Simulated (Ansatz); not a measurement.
ZrO₂:
```
CELL_PARAMETERS angstrom
     10.40298     0.00000     0.00000
      0.00000     3.48651     0.00000
      0.00000     0.00000     3.77177
ATOMIC_POSITIONS crystal
  Zr 0.88017 0.75000 0.75124
  Zr 0.11983 0.25000 0.24876
  Zr 0.61983 0.25000 0.25124
  Zr 0.38017 0.75000 0.74876
  O  0.21595 0.75000 0.38700
  O  0.78405 0.25000 0.61300
  O  0.28405 0.25000 0.88700
  O  0.71595 0.75000 0.11300
  O  0.47254 0.75000 0.25882
  O  0.52746 0.25000 0.74118
  O  0.02746 0.25000 0.75882
  O  0.97254 0.75000 0.24118
```

The program Ansatz at the r²SCAN level (PAW) gives a gap of 4.02 eV without spin–orbit coupling, maximum at Γ, minimum off the standard path, at k = (0.401, 0.307, 0.000).

Q: What happens when spin–orbit coupling is switched on?

A: The gap drops by 0.01 eV, to 4.01 eV; maximum at Γ, minimum on the X–S line, 62 % of the way from X.

Q: Give the electron effective mass with spin–orbit coupling.

A: 0.84, 0.93, 6.8 mₑ (principal values).

Q: Give the hole effective mass with spin–orbit coupling.

A: 1.2 along y, 1.6 along z (mₑ).

Space group Pnma. The first step of the workflow began from a Materials Project structure, measured or hypothetical; the Crystallography Open Database copy checked does not list it. It is not the phase usual at ambient conditions (space group No. 14). The cell was relaxed with r²SCAN under the symmetry of its start; whether a distortion lowers the energy is not shown. No spin polarisation was allowed.

Potentials: the later of the program's two PAW sets.
